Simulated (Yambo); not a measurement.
LiTaS₂ (space group P6_3/mmc, No. 194), G0W0@LDA in Yambo; all else as in the reference (6×6×1 Γ-centred k mesh, bands 5 to 185 and a 7 Ry block in the screening, 185 bands in G with the Bruneval-Gonze terminator, plasmon pole fitted at 27.2 eV). One parameter is varied: the cutoff of the exchange sum, over 5, 10, 20, 40, 74 Ry.

**Question.** From which value on does the gap Γ → (0.167, 0.167, 0) stay within 0.05 eV of the largest setting?

**Answer.** From 20 Ry on.
```json
[
 {"cutoff of the exchange sum (Ry)": "5", "G0W0 gap (eV)": "0.82", "valence shift (eV)": "1.50"},
 {"cutoff of the exchange sum (Ry)": "10", "G0W0 gap (eV)": "0.95", "valence shift (eV)": "0.54"},
 {"cutoff of the exchange sum (Ry)": "20", "G0W0 gap (eV)": "1.02", "valence shift (eV)": "0.19"},
 {"cutoff of the exchange sum (Ry)": "40", "G0W0 gap (eV)": "1.02", "valence shift (eV)": "0.14"},
 {"cutoff of the exchange sum (Ry)": "74", "G0W0 gap (eV)": "1.02", "valence shift (eV)": "0.14"}
]
```
The last step of the sweep still moves the gap by 1 meV; the other settings are held fixed.

Spin-orbit coupling is not included.

Geometry of the Materials Project entry, not relaxed at this level; primitive cell a = 3.3486 Å, b = 3.3486 Å, c = 12.8881 Å, α = 90.00°, β = 90.00°, γ = 120.00°.

The structure is a Materials Project entry; no match was found in the copy of COD used, and its stability was not checked.

A shift is the quasiparticle energy of the state minus its LDA energy.
